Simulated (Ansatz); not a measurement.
Nb4CoP:
Space group P4/mcc (No. 124); a = b = 6.1217 Å, c = 4.9986 Å, α = β = γ = 90.00°

| atom | site | symmetry | x | y | z |
|---|---|---|---|---|---|
| P | 2c | 422 | 0.5000 | 0.5000 | 0.2500 |
| Co | 2a | 422 | 0.0000 | 0.0000 | 0.2500 |
| Nb | 8m | m.. | 0.3338 | 0.1579 | 0.0000 |

Relaxed with r²SCAN.

Question: Which orbitals make up the states near the Fermi level in the program Ansatz at the r²SCAN level (PAW)?

Answer: Within 0.5 eV of the Fermi level: Nb 4d 72 %, Co 3d 16 %. Projections are on Löwdin-orthogonalised atomic valence shells; empty p or d shells of many metals are not among them.

Question: Tabulate the density of states.

Answer: States/eV per cell of 12 atoms, in 0.25 eV bins, energy from the Fermi level.

| E (eV) | total | Nb 4d | Co 3d | P 3p |
|---|---|---|---|---|
| -7.85 | 0.77 | 0.15 | 0.00 | 0.56 |
| -7.60 | 0.77 | 0.16 | 0.00 | 0.53 |
| -7.35 | 0.51 | 0.12 | 0.00 | 0.33 |
| -7.10 | 0.95 | 0.16 | 0.00 | 0.46 |
| -6.85 | 2.21 | 0.29 | 0.01 | 0.87 |
| -6.60 | 2.22 | 0.31 | 0.01 | 0.89 |
| -6.35 | 3.72 | 0.71 | 0.02 | 1.73 |
| -6.10 | 4.76 | 1.13 | 0.04 | 2.37 |
| -5.85 | 4.27 | 1.29 | 0.04 | 1.91 |
| -5.60 | 2.53 | 0.92 | 0.04 | 1.06 |
| -5.35 | 4.31 | 1.48 | 0.09 | 1.60 |
| -5.10 | 5.01 | 1.83 | 0.28 | 1.26 |
| -4.85 | 3.46 | 1.50 | 0.09 | 1.23 |
| -4.60 | 6.96 | 3.29 | 0.24 | 2.11 |
| -4.35 | 5.22 | 2.41 | 0.21 | 1.43 |
| -4.10 | 3.43 | 1.68 | 0.40 | 0.47 |
| -3.85 | 5.89 | 3.02 | 1.06 | 0.49 |
| -3.60 | 9.54 | 4.89 | 2.56 | 0.32 |
| -3.35 | 13.99 | 6.60 | 4.69 | 0.73 |
| -3.10 | 16.72 | 7.91 | 6.25 | 0.94 |
| -2.85 | 16.30 | 7.88 | 5.93 | 0.88 |
| -2.60 | 15.57 | 8.04 | 5.77 | 0.58 |
| -2.35 | 16.90 | 8.64 | 6.43 | 0.57 |
| -2.10 | 11.43 | 6.63 | 3.67 | 0.23 |
| -1.85 | 12.98 | 7.34 | 4.10 | 0.32 |
| -1.60 | 12.78 | 7.81 | 3.51 | 0.32 |
| -1.35 | 11.42 | 6.98 | 3.18 | 0.34 |
| -1.10 | 17.44 | 9.88 | 5.84 | 0.38 |
| -0.85 | 13.40 | 8.50 | 2.97 | 0.32 |
| -0.60 | 11.22 | 7.34 | 2.33 | 0.24 |
| -0.35 | 10.13 | 7.33 | 1.49 | 0.18 |
| -0.10 | 10.04 | 7.20 | 1.44 | 0.16 |
| 0.15 | 8.04 | 5.66 | 1.46 | 0.10 |
| 0.40 | 11.34 | 8.40 | 1.79 | 0.13 |
| 0.65 | 6.51 | 5.13 | 0.75 | 0.08 |
| 0.90 | 4.70 | 3.65 | 0.55 | 0.09 |
| 1.15 | 9.95 | 6.62 | 2.47 | 0.18 |
| 1.40 | 9.88 | 7.19 | 1.88 | 0.24 |
| 1.65 | 11.08 | 8.64 | 1.31 | 0.41 |
| 1.90 | 8.82 | 7.13 | 0.75 | 0.29 |
| 2.15 | 9.28 | 7.49 | 0.75 | 0.36 |
| 2.40 | 10.16 | 8.26 | 0.53 | 0.56 |
| 2.65 | 11.87 | 9.54 | 0.58 | 0.61 |
| 2.90 | 11.47 | 9.37 | 0.58 | 0.38 |
| 3.15 | 16.10 | 13.56 | 0.84 | 0.41 |
| 3.40 | 10.72 | 8.84 | 0.55 | 0.27 |
| 3.65 | 13.44 | 11.09 | 0.57 | 0.40 |

The workflow started from an entry of the Crystallography Open Database (COD). Its standing as an ambient phase is unchecked. The cell was relaxed with r²SCAN under the symmetry of its start; its stability against distortions is not shown here. The workflow began spin-polarised and lost its moments. Scalar-relativistic: spin–orbit coupling is off unless named, which matters more the heavier the elements.

Potentials: the later of the program's two PAW sets.
